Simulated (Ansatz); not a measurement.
Ge (diamond, Fd-3m) under volume change, LDA in the plane-wave PAW code Ansatz, scaled uniformly.

```
V (Å³/atom)  E − E(relaxed) (meV/atom)  P (GPa)
-----------  -------------------------  -------
20.206                            48.4     8.51
20.872                            20.2     5.17
21.538                             4.7     2.35
22.205                             0.0     0.00
22.871                             4.2    -1.98
23.537                            16.0    -3.64
24.203                            34.0    -5.01
```

**Question.** What does a third-order Birch–Murnaghan fit give for V₀, B₀ and B′?

**Answer.** V₀ = 22.20 Å³/atom, B₀ = 71.7 GPa, B′ = 4.9.

The LDA relaxation kept the symmetry of its start; of distortions, only those at the zone centre were tested.

Potentials: the earlier of the program's two PAW sets.
